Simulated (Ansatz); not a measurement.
Ga (diamond, Fd-3m) at seven volumes, the program Ansatz at the r²SCAN level (PAW), scaled uniformly. One row is withheld.

```csv
V (Å³/atom),P (GPa)
21.946,5.33
22.669,?
23.393,1.49
24.116,0.00
24.840,-1.25
25.563,-2.31
26.287,-3.19
```

Question: Fit the shown pressures and predict the withheld one.

Answer: P = (3/2)B₀(x^(7/2) − x^(5/2))[1 + (3/4)(B′ − 4)(x − 1)] with x = (V₀/V)^(2/3). Least squares on the six rows gives V₀ = 24.117 Å³/atom, B₀ = 45.3 GPa, B′ = 4.67. At V = 22.669, x = 1.0421 and P = 3.24 GPa. The run itself gave 3.25 GPa.

The start of the workflow was typed in or built on a structure type; neither database checked (COD, Materials Project) lists it. It is not the phase usual at ambient conditions (space group No. 64). The r²SCAN relaxation kept the symmetry of its start. At this level the phase is mechanically unstable. The volume moved by -21 % from the start of the relaxation.

Potentials: the earlier of the program's two PAW sets.
